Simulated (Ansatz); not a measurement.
## Fields on a plane of Tl (hcp, Mg type)

```yaml
crystal:
  lattice:
    - [3.52070, 0.00000, 0.00000]
    - [-1.76035, 3.04902, 0.00000]
    - [0.00000, 0.00000, 5.60254]
  atoms:
    - { symbol: Tl, position: [0.33333, 0.66667, 0.75000] }
    - { symbol: Tl, position: [0.66667, 0.33333, 0.25000] }
```

The slice is a (1 -1 0 0) plane (indices of the conventional cell) through the point (0.333, 0.667, 0.750) (fractional), spanned by u = [110] and v = [001] in vectors of this cell: u (3.52 Å) and v (5.60 Å, at 90° to u). It covers one period; positions are fractions (u, v).

Atoms on it: Tl at (0.00, 0.00).

Calculation: r2SCAN (plane waves to 500 eV, PAW, scalar-relativistic; Ansatz, a quantum-chemistry and plane-wave program). k mesh 15×15×9. These are valence fields of a PAW run, semicore shells included where kept as valence: close to a nucleus they are smooth pseudo fields. Spin-orbit coupling is left out, though Tl is heavy. The PAW data are Ansatz's earlier set. Tl was relaxed with its symmetry unable to fall.

```
|99987643110113467899|
|99886542100012456889|
|88876432100012346788|
|77765321100011235677|
|66543321000001233456|
|44432210000000122344|
|33221100000000011223|
|11111000000000001111|
|11000000000000000001|
|00000001111111000000|
|00000011222221100000|
|00000112223222110000|
|00001122333332211000|
|00001223344433221000|
|00001223444443221000|
|00011233444443321100|
|00001223444443221000|
|00001223344433221000|
|00001122333332211000|
|00000112223222110000|
|00000011222221100000|
|00000001111111000000|
|11000000000000000001|
|11111000000000001111|
|33221100000000011223|
|44432210000000122344|
|66543321000001233456|
|77765321100011235677|
|88876432100012346788|
|99886542100012456889|
|99987643110113467899|
|99987643110113467899|
```
Scale: ten equal steps from -1.18 (start of '0') to 0.85 (end of '9'), in the order '0123456789'. Values: log₁₀ of the valence density in e/Å³. The map has 20 points along u (one character each, u = 0 at the left) and 32 along v (v = 0 in the bottom row). The scale is logarithmic, as a density can span decades between atoms and voids.

```
|xxxxxx117799997744110011447799997711xxxx|
|xxxxxx448899886644110011446688998844xxxx|
|0011447799997766331100113366779999774411|
|6666889999886655331100113355668899998866|
|9999999988775544220000002244557788999999|
|9999887766554422000000000022445566778899|
|7777666655332211000000000011223355666677|
|5555444422110000001111110000001122444455|
|3333221111001111223333332211110011112233|
|1111110000112233445555554433221100001111|
|0000000011223355556666665555332211000000|
|0000001122335566667777776666553322110000|
|0000001133446677778888887777664433110000|
|0000002233556677889999998877665533220000|
|0000112244556688999999999988665544221100|
|0000112244557788999999999988775544221100|
|0000112244556688999999999988665544221100|
|0000002233556677889999998877665533220000|
|0000001133446677778888887777664433110000|
|0000001122335566667777776666553322110000|
|0000000011223355556666665555332211000000|
|1111110000112233445555554433221100001111|
|3333221111001111223333332211110011112233|
|5555444422110000001111110000001122444455|
|7777666655332211000000000011223355666677|
|9999887766554422000000000022445566778899|
|9999999988775544220000002244557788999999|
|6666889999887755331100113355778899998866|
|0011447799997766331100113366779999774411|
|xxxxxx448899886644110011446688998844xxxx|
|xxxxxx117799997744110011447799997711xxxx|
|xxxxxx006699997744110011447799996600xxxx|
```
Scale: ten equal steps from 0.12 (start of '0') to 0.42 (end of '9'), in the order '0123456789'. Values: electron localisation function (ELF). The map has 20 points along u (two characters each, u = 0 at the left) and 32 along v (v = 0 in the bottom row). Points within 0.5 Å of a nucleus are blanked (x), as the pseudised field means little there.

- Density on the Tl–Tl line (3.52 Å) at its midpoint = 0.10 e/Å³
- ELF at that point = 0.14
